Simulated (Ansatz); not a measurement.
Si$_{2}$BAs:
```cif
data_As3B3Si6
_chemical_formula_sum 'B3 As3 Si6'
_space_group_name_H-M_alt 'R3m :H'
_space_group_IT_number 160
_space_group_name_Hall 'R 3 -2"'
_cell_length_a 3.55188
_cell_length_b 3.55188
_cell_length_c 18.05567
_cell_angle_alpha 90.000
_cell_angle_beta 90.000
_cell_angle_gamma 120.000
loop_
_atom_site_label
_atom_site_type_symbol
_atom_site_symmetry_multiplicity
_atom_site_Wyckoff_symbol
_atom_site_fract_x
_atom_site_fract_y
_atom_site_fract_z
_atom_site_occupancy
B1 B 3 a 0.00000 0.00000 0.00571 1
As1 As 3 a 0.00000 0.00000 0.88940 1
Si1 Si 3 a 0.00000 0.00000 0.49256 1
Si2 Si 3 a 0.00000 0.00000 0.36230 1
```
(The calculation used a cell of 4 atoms; values per cell refer to that cell.)

Relaxed at zero pressure with PBEsol in the plane-wave PAW code Ansatz.

### Question
The volume is lowered by 6 % and shape and atoms relax at that volume. What pressure results, and how do the axes share the change?

### Answer
7.4 GPa; a -2.2 %, b -2.2 %, c -1.7 %; the energy rises by 22 meV/atom.

### Question
Give the new structure.

### Answer

Space group R3m, hexagonal axes (No. 160); a = 3.4734 Å, b = 3.4734 Å, c = 17.7479 Å, α = 90.00°, β = 90.00°, γ = 120.00°

```tsv
atom	site	symmetry	x	y	z
B	3a	3m	0.0000	0.0000	0.9942
As	3a	3m	0.0000	0.0000	0.1100
Si	3a	3m	0.0000	0.0000	0.5080
Si	3a	3m	0.0000	0.0000	0.6379
```

The phase is kept; no other phase was compared at this pressure.

The start of the workflow was typed in or built on a structure type; neither database checked (COD, Materials Project) lists it. Its standing as an ambient phase is unchecked. Symmetry was held in the PBEsol relaxation; its stability against distortions is not shown here. The volume moved by 16 % from the start of the relaxation.

Potentials: the earlier of the program's two PAW sets. The files were generated under PBE; for other functionals the program regenerates the frozen cores, and for LDA and PBEsol the local potential too.
